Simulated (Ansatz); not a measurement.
**CsH: moving Cs off its site**

CsH, Fm-3m, a = 6.376 Å (as given, not relaxed at this level: -1.3 GPa). Ansatz: LDA, PAW, 420 eV, Γ-centred 8×8×8 mesh on 2 atoms, Gaussian smearing 0.05 eV; no spin polarisation.

```
CELL_PARAMETERS angstrom
0.00000 3.18800 3.18800
3.18800 0.00000 3.18800
3.18800 3.18800 0.00000
ATOMIC_POSITIONS crystal
Cs 0.00000 0.00000 0.00000
H 0.50000 0.50000 0.50000
```

Atom 1 (Cs) moves by x along the unit vector (0.000, 0.000, 1.000), with its periodic images; all else is held. y is the free energy of the cell over the start, F the force along the path summed over the moved atoms. Symmetry makes y even in x.

| x (Å) | y (meV) | F (eV/Å) |
| --- | --- | --- |
| -0.5000 | 77.8 | 0.40 |
| -0.2500 | 15.4 | 0.13 |
| 0.0000 | 0.0 | 0.00 |
| 0.0625 | 0.9 | -0.03 |
| 0.1250 | ? | ? |
| 0.1875 | 8.3 | -0.09 |
| 0.3125 | 25.3 | -0.18 |
| 0.3750 | 38.4 | -0.24 |
| 0.4375 | 55.7 | -0.31 |

Fit y = c2 x² + c4 x⁴ to the energies of the other rows, give the force constant, and predict energy and force of the missing row.

Least squares on the rows shown. y = 224.8 x² + 345.7 x⁴. The force constant is 2 c2 = 0.450 eV/Å² (for all images moving together, not for a lone atom). With two atoms in a cubic cell this is the optical mode at Γ without the LO field: ω = 521.5 √(2 c2/μ) = 350 cm⁻¹ for μ = 1.00 u. The force −dy/dx at the missing row is -0.06 eV/Å (computed -0.06). At x = 0.1250 the fit asked for gives 3.6 meV. The run gave 3.6 meV, the same to the digits shown.